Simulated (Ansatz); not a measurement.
MgS (rock salt, Fm-3m), the program Ansatz at the r²SCAN level (PAW). The conduction-band minimum lies at X, with 3 equivalent valleys. Second derivatives d²E/dk² of the lowest band at one valley (eV·Å²), along Cartesian directions:

```csv
direction,d²E/dk²
[100],14.54
[010],25.12
[001],25.12
[110],19.83
[101],19.83
[011],25.09
```

Q: Find the principal effective masses, the density-of-states mass and the conductivity mass.

A: Off-diagonal terms follow from H_xy = H[110] − (H_xx + H_yy)/2, and m*/mₑ = 7.620 eV·Å² over each eigenvalue: 0.30, 0.30, 0.52. One valley's DOS mass (m₁m₂m₃)^(1/3) = 0.36, conductivity mass 3/(Σ 1/mᵢ) = 0.35 mₑ.

Q: What effective density of states Nc follows at 300 K for parabolic valleys?

A: Nc = 2.509e19 × 3 × (0.36)^(3/2) ≈ 1.6e19 cm⁻³.

Symmetry was held in the r²SCAN relaxation.

Potentials: the later of the program's two PAW sets.

Edges and masses are those of Kohn–Sham bands, whose gap is no quasiparticle gap.
